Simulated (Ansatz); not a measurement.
**SiO2 with arsenic replacing Si: gradients before and after relaxing the atoms**

Start: a supercell of SiO2 (cristobalite type, P4_12_12) built from a structure deposited in the COD, with all atoms left at the host's positions.

```cif
data_structure
_symmetry_space_group_name_H-M 'P 1'
_symmetry_Int_Tables_number 1
_cell_length_a 9.9058
_cell_length_b 9.9058
_cell_length_c 9.9058
_cell_angle_alpha 119.611
_cell_angle_beta 119.611
_cell_angle_gamma 90.676
_cell_volume 691.30
loop_
_atom_site_label
_atom_site_type_symbol
_atom_site_fract_x
_atom_site_fract_y
_atom_site_fract_z
_atom_site_occupancy
As1 As 0.14949 0.14949 0.29897 1
Si2 Si 0.64948 0.64948 0.29897 1
Si3 Si 0.64948 0.14949 0.79897 1
Si4 Si 0.14949 0.64948 0.79897 1
Si5 Si 0.52448 0.22551 0.50000 1
Si6 Si 0.02448 0.72552 0.50000 1
Si7 Si 0.02448 0.22551 0.00000 1
Si8 Si 0.52448 0.72552 0.00000 1
Si9 Si 0.60052 0.60052 0.70103 1
Si10 Si 0.10051 0.10051 0.70103 1
Si11 Si 0.10051 0.60052 0.20103 1
Si12 Si 0.60052 0.10051 0.20103 1
Si13 Si 0.47552 0.77448 0.50000 1
Si14 Si 0.97552 0.27448 0.50000 1
Si15 Si 0.97552 0.77448 0.00000 1
Si16 Si 0.47552 0.27448 0.00000 1
O17 O 0.14080 0.20901 0.17168 1
O18 O 0.64080 0.70901 0.17168 1
O19 O 0.64080 0.20901 0.67168 1
O20 O 0.14080 0.70901 0.67168 1
O21 O 0.58401 0.41233 0.56821 1
O22 O 0.08401 0.91233 0.56821 1
O23 O 0.08401 0.41233 0.06821 1
O24 O 0.58401 0.91233 0.06821 1
O25 O 0.78733 0.71912 0.82832 1
O26 O 0.28733 0.21912 0.82832 1
O27 O 0.28733 0.71912 0.32832 1
O28 O 0.78733 0.21912 0.32832 1
O29 O 0.59412 0.76580 0.43179 1
O30 O 0.09412 0.26580 0.43179 1
O31 O 0.09412 0.76580 0.93179 1
O32 O 0.59412 0.26580 0.93179 1
O33 O 0.48420 0.65588 0.56821 1
O34 O 0.98420 0.15588 0.56821 1
O35 O 0.98420 0.65588 0.06821 1
O36 O 0.48420 0.15588 0.06821 1
O37 O 0.54099 0.60920 0.82832 1
O38 O 0.04099 0.10920 0.82832 1
O39 O 0.04099 0.60920 0.32832 1
O40 O 0.54099 0.10920 0.32832 1
O41 O 0.33767 0.16599 0.43179 1
O42 O 0.83767 0.66599 0.43179 1
O43 O 0.83767 0.16599 0.93179 1
O44 O 0.33767 0.66599 0.93179 1
O45 O 0.53088 0.46267 0.17168 1
O46 O 0.03088 0.96267 0.17168 1
O47 O 0.03088 0.46267 0.67168 1
O48 O 0.53088 0.96267 0.67168 1
```

Atom numbers follow the list; atoms alike are taken as one site, whose name carries the number of the first.

The numbers come from a DFT calculation in Ansatz (PBE, plane waves and PAW, scalar-relativistic, 420 eV cutoff, Γ-centred 3×3×3 k-points, Fermi–Dirac smearing 0.01 eV, cell charge +1).

The largest force at the start is 2.8 eV/Å. Relaxing the ions at fixed cell moves them by 0.275 Å at most (atom 46, O) and 0.129 Å rms.

```json
{"site": "As", "atom": "1", "moved (Å)": "0.075", "first shell before": "4 O at 1.60–1.61 Å", "first shell after": "4 O at 1.70 Å", "V_zz before (10²¹ V/m²)": "0.88", "η before": "0.79"}
{"site": "Si5", "atom": "5", "moved (Å)": "0.091", "first shell before": "4 O at 1.60–1.61 Å", "first shell after": "4 O at 1.61–1.69 Å", "V_zz before (10²¹ V/m²)": "1.67", "η before": "0.25"}
{"site": "Si7", "atom": "7", "moved (Å)": "0.125", "first shell before": "4 O at 1.60–1.61 Å", "first shell after": "4 O at 1.61–1.69 Å", "V_zz before (10²¹ V/m²)": "1.51", "η before": "0.19"}
{"site": "Si8", "atom": "8", "moved (Å)": "0.051", "first shell before": "4 O at 1.60–1.61 Å", "first shell after": "4 O at 1.62–1.63 Å", "V_zz before (10²¹ V/m²)": "-0.32", "η before": "0.52"}
{"site": "Si11", "atom": "11", "moved (Å)": "0.023", "first shell before": "4 O at 1.60–1.61 Å", "first shell after": "4 O at 1.62–1.63 Å", "V_zz before (10²¹ V/m²)": "-0.25", "η before": "0.26"}
{"site": "O17", "atom": "17", "moved (Å)": "0.275", "first shell before": "1 As at 1.60 Å, 1 Si at 1.61 Å, angle 147°", "first shell after": "1 Si at 1.69 Å, 1 As at 1.70 Å, angle 134°", "V_zz before (10²¹ V/m²)": "13.77", "η before": "0.13"}
{"site": "O21", "atom": "21", "moved (Å)": "0.205", "first shell before": "2 Si at 1.60–1.61 Å, angle 147°", "first shell after": "2 Si at 1.61–1.63 Å, angle 148°", "V_zz before (10²¹ V/m²)": "9.18", "η before": "0.16"}
{"site": "O23", "atom": "23", "moved (Å)": "0.092", "first shell before": "2 Si at 1.60–1.61 Å, angle 147°", "first shell after": "2 Si at 1.61–1.63 Å, angle 145°", "V_zz before (10²¹ V/m²)": "9.27", "η before": "0.12"}
{"site": "O30", "atom": "30", "moved (Å)": "0.257", "first shell before": "1 Si at 1.60 Å, 1 As at 1.61 Å, angle 147°", "first shell after": "1 Si at 1.69 Å, 1 As at 1.70 Å, angle 134°", "V_zz before (10²¹ V/m²)": "13.93", "η before": "0.14"}
{"site": "O31", "atom": "31", "moved (Å)": "0.093", "first shell before": "2 Si at 1.60–1.61 Å, angle 147°", "first shell after": "2 Si at 1.61–1.64 Å, angle 142°", "V_zz before (10²¹ V/m²)": "9.42", "η before": "0.17"}
```

(1) What are V_zz and η after the relaxation?

Answers

(1) 

```csv
site,atom,V_zz after,η after,change of V_zz
As,1,0.70,0.60,-0.18
Si5,5,3.13,0.16,+1.46
Si7,7,2.96,0.15,+1.45
Si8,8,-0.62,0.31,-0.30
Si11,11,-0.61,0.85,-0.36
O17,17,14.87,0.32,+1.10
O21,21,9.63,0.07,+0.45
O23,23,9.62,0.12,+0.35
O30,30,15.00,0.32,+1.07
O31,31,9.50,0.29,+0.08
```

The largest change of V_zz is on Si5, from 1.67 to 3.13. The whole tensor moves most on O17, by 3.62 along its most changed direction. In per cent, |V_zz| changes by -21 on As, +87 to +97 on Si, +1 to +8 on O (all sites that start above 0.5). Where |V_zz| stays above 0.1, η moves most on Si11, from 0.26 to 0.85. The table leaves out 16 of the 26 sites, with |V_zz| up to 9.78; their tensors move by 0.93 at most along any direction. The statements above cover all sites. The host's own positions weren't relaxed first, so part of the change far from the defect can be the host's relaxation.

The defect repeats with the cell of 48 atoms, so it feels its images: sites between two images don't show the values beside a lone defect, and zeros or small values of η there can come from the images' arrangement. O and Si carry a gradient in the pure host already, so the values there aren't the defect's effect alone. A uniform background compensates the cell's charge.
Before: The cell keeps the host's lattice, where the PBE pressure is 8 GPa (in a charged cell this depends on the convention for the mean potential). The neighbours have not yet relaxed around the defect (largest force 2.8 eV/Å), so a real crystal will differ.
After: The relaxation keeps the site symmetry 2 of the start, so the impurity can move only along its axis; a start off the site could end lower.
